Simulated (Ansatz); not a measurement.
Relaxed candidate structures of TiAl:

**A**
```
CELL_PARAMETERS angstrom
      1.43557     0.82883     4.65378
     -1.43557     0.82883     4.65378
      0.00000    -1.65766     4.65378
ATOMIC_POSITIONS crystal
  Al 0.00000 0.00000 0.00000
  Ti 0.50000 0.50000 0.50000
```

**B**
```
CELL_PARAMETERS angstrom
      2.87784     0.00000     0.00000
     -1.43892     2.49229     0.00000
      0.00000     0.00000    18.51262
ATOMIC_POSITIONS crystal
  Ti 0.33333 0.66667 0.12608
  Ti 0.66667 0.33333 0.62608
  Ti 0.66667 0.33333 0.87392
  Ti 0.33333 0.66667 0.37392
  Al 0.00000 0.00000 0.00000
  Al 0.00000 0.00000 0.50000
  Al 0.33333 0.66667 0.75000
  Al 0.66667 0.33333 0.25000
```

**C**
```xyz
4
Lattice="-1.9202 1.9224 4.3949 1.9202 -1.9224 4.3949 1.9202 1.9224 -4.3949" Properties=species:S:1:pos:R:3 pbc="T T T"
Al     1.9202     0.9612     3.2955
Al     0.0000     0.9612     1.0993
Ti     0.0000     0.9612     5.4935
Ti     1.9202     0.9612    -1.0987
```

Q: Put the candidates in order of energy per atom, lowest first, for r2SCAN (plane waves to 500 eV, PAW, scalar-relativistic; Ansatz, a quantum-chemistry and plane-wave program).

A: C (reference), B (+0.16 eV/atom), A (+0.21 eV/atom)

The lowest structure calculated, P4/mmm, tP2, AFLOW prototype AB_tP2_123_a_d (L1_0, as in CuAu), is not among these; it lies 0.04 eV/atom below the lowest of them. Each run could gain symmetry but not lose that of its start, so entries can be saddle points. All of these are generated cells (placed on structure types, drawn at random, substituted or restacked) that were not matched to a known phase here. Energies are at zero temperature and pressure, without zero-point motion. Each cell has its own k-point mesh; energy differences are given only to the digits this allows. No spin polarisation in the result.
